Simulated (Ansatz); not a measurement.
Consider the following.

ZrMo:
Space group Pm-3m (No. 221); a = 3.341 Å, b = 3.341 Å, c = 3.341 Å, α = 90.00°, β = 90.00°, γ = 90.00°

```csv
atom,site,symmetry,x,y,z
Mo,1a,m-3m,0.0000,0.0000,0.0000
Zr,1b,m-3m,0.5000,0.5000,0.5000
```

This is the PBE-relaxed structure.

**Question.** All from plane-wave PAW PBE (Ansatz code), unless another level is named. Give the density of states at the Fermi level.

**Answer.** 2.0 states/eV per atom (mean over ±0.08 eV).

**Question.** Give the gap with spin–orbit coupling.

**Answer.** none (metallic).

The start of the workflow was typed in or built on a structure type; neither database checked (COD, Materials Project) lists it. Whether it is the stable phase at ambient conditions was not checked. The PBE relaxation kept the symmetry of its start; its stability against distortions is not shown here. The run is not spin-polarised. Scalar-relativistic: spin–orbit coupling is off unless named, which matters more the heavier the elements.

Potentials: the earlier of the program's two PAW sets.
